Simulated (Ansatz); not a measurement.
Property card for CsCaH$_{3}$

CsCaH$_{3}$:
```
CsCaH3
1.0
    4.46808     0.00000     0.00000
    0.00000     4.46808     0.00000
    0.00000     0.00000     4.46808
Cs Ca H
1 1 3
Direct
  0.00000   0.00000   0.00000
  0.50000   0.50000   0.50000
  0.50000   0.00000   0.50000
  0.00000   0.50000   0.50000
  0.50000   0.50000   0.00000
```

Space group Pm-3m (No. 221), cubic perovskite; conventional cell a = b = c = 4.4681 Å, α = β = γ = 90.00°.

Method: DFT-LDA in the program Ansatz with PAW potentials. Structure relaxed to zero pressure with the same functional. Other levels are named where they apply.

**Cell and energy**

```json
{
 "volume_per_atom": "17.84 Å³",
 "density": "3.28 g/cm³",
 "Formation energy from the elements (no fitted shifts)": "-0.51 eV/atom"
}
```

**Electronic structure**

```json
{
  "band_gap": "2.67 eV (direct)",
  "valence_band_maximum": "at M",
  "conduction_band_minimum": "at M (3 equivalent valleys)",
  "electron_effective_mass": "0.41, 0.41, 0.43 mₑ (principal values)",
  "Weight of the conduction-edge state by species (Voronoi cells)": "H 58 %, Ca 21 %, Cs 21 %",
  "Weight of the valence-edge state by species (Voronoi cells)": "H 85 %, Cs 9 %, Ca 6 %"
}
```

**Mechanics**

```json
{
 "Bulk modulus (Birch–Murnaghan fit)": "28.3 GPa",
 "Pressure derivative B′": "3.7",
 "Elastic constants (relaxed ions, GPa)": "C11 = 61.8, C12 = 11.6, C44 = 21.0",
 "mechanical_stability": "stable (all eigenvalues of C positive)",
 "hill_bulk_and_shear_moduli": "28.3 and 22.6 GPa",
 "Young's modulus": "53.5 GPa",
 "Poisson's ratio": "0.19",
 "debye_temperature_from_the_elastic_constants": "330 K"
}
```

**Dielectric response**

```json
{
 "Electronic dielectric constant ε∞ (DFPT)": "3.84",
 "Static dielectric constant ε0 (ions relaxed, cell fixed)": "9.78",
 "Born charges (a third of the trace)": "Cs +1.09, Ca +1.92, H -1.01 e"
}
```

**Phonons**

```json
{
 "Highest zone-centre frequency (without LO–TO term)": "1111 cm⁻¹",
 "zone_centre_stability": "no imaginary mode at Γ",
 "dynamical_stability_on_the_path": "stable (no imaginary branch)",
 "zero_point_energy": "90.1 meV/atom",
 "Vibrational entropy at 300 K": "21.2 J/(K·mol of atoms)"
}
```

The workflow started from a Materials Project entry (that database holds measured and hypothetical structures alike); the Crystallography Open Database copy checked does not list it. Its standing as an ambient phase is unchecked. Symmetry was held in the LDA relaxation. The references are the lowest solids computed at this level, not always the standard phases (solids in place of the gases). Spin–orbit coupling is left out wherever it is not named.

Potentials: the later of the program's two PAW sets.
